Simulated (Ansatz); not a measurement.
What internal relaxation does to the elastic constants of AlNi2

These are results of DFT PBEsol, scalar-relativistic, plane waves, PAW in Ansatz, not measurements. Settings: 420 eV plane-wave cutoff, Γ-centred 12×12×8 mesh, Fermi-Dirac smearing of 0.15 eV. No spin polarisation.

Equilibrium structure at this level:
```
Al Ni
1.0
     3.97984    0.00000    0.00000
    -1.98992    3.44664    0.00000
     0.00000    0.00000    4.90395
Al Ni
2 4
Direct
  0.33333 0.66667 0.19129
  0.66667 0.33333 0.80871
  0.33333 0.66667 0.68565
  0.66667 0.33333 0.31435
  0.00000 0.00000 0.50000
  0.00000 0.00000 0.00000
```

In a metal, frequencies and elastic constants depend on the k mesh and the smearing, soft modes and shear constants most. Spin polarisation was left out, and a magnetic state may lie lower.

Clamped-ion constants (GPa, Voigt order; atoms follow the strain homogeneously):
C11 = 338.8, C12 = 143.8, C13 = 87.3, C14 = -66.6, C22 = 338.8, C23 = 87.3, C24 = 66.6, C33 = 383.0, C44 = 48.8, C55 = 48.8, C56 = -66.7, C66 = 97.5 GPa; the others vanish.

**Question.** What are the constants once the atoms relax in each strained cell?

**Answer.**
```
332.9 149.2  86.8 -68.0   0.0   0.0
149.2 332.9  86.8  68.0   0.0   0.0
 86.8  86.8 381.9   0.0   0.0   0.0
-68.0  68.0   0.0  46.4   0.0   0.0
  0.0   0.0   0.0   0.0  46.4 -68.0
  0.0   0.0   0.0   0.0 -68.0  91.9
```
The Voigt shear modulus goes from 88.5 to 85.2 GPa and the Voigt bulk modulus from 188.6 to 188.1 GPa. Relaxation subtracts ΛᵀK⁻¹Λ/V, with Λ the forces that a strain puts on the atoms and K the zone-centre force constants. At a stable cell this can only lower the diagonal constants, and it acts only for strains that share their symmetry with an optical mode; elsewhere, and where the coupling is weak, the constants hardly move.

Cost: 2 runs of about 16 core-minutes in all, on Intel Xeon 6975P-C (Granite Rapids) (shared hosts).